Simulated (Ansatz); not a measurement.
Hf$_{3}$Te$_{2}$:
Space group I4/mmm (No. 139); a = 3.689 Å, b = 3.689 Å, c = 18.482 Å, α = 90.00°, β = 90.00°, γ = 90.00°

```csv
atom,site,symmetry,x,y,z
Hf,4e,4mm,0.0000,0.0000,0.0926
Hf,2b,4/mmm,0.0000,0.0000,0.5000
Te,4e,4mm,0.0000,0.0000,0.3362
```
(The calculation used a cell of 5 atoms; values per cell refer to that cell.)

Relaxed at zero pressure with DFT-r²SCAN+D4 in the program Ansatz with PAW potentials.

The volume is lowered by 6 % and shape and atoms relax at that volume. What pressure results, and how do the axes share the change?

3.2 GPa; a -0.9 %, b -0.9 %, c -4.3 %; the energy rises by 14 meV/atom.

Give the new structure.


Space group I4/mmm (No. 139); a = 3.657 Å, b = 3.657 Å, c = 17.682 Å, α = 90.00°, β = 90.00°, γ = 90.00°

```tsv
atom	site	symmetry	x	y	z
Hf	4e	4mm	0.0000	0.0000	0.0964
Hf	2b	4/mmm	0.0000	0.0000	0.5000
Te	4e	4mm	0.0000	0.0000	0.3301
```

The phase is kept; no other phase was compared at this pressure.

The workflow started from a Materials Project entry (that database holds measured and hypothetical structures alike); the Crystallography Open Database copy checked does not list it. Whether it is the stable phase at ambient conditions was not checked. Symmetry was held in the r²SCAN+D4 relaxation; its stability against distortions is not shown here. The run is not spin-polarised. Scalar-relativistic: spin–orbit coupling is off unless named, which matters more the heavier the elements.

Potentials: the later of the program's two PAW sets.
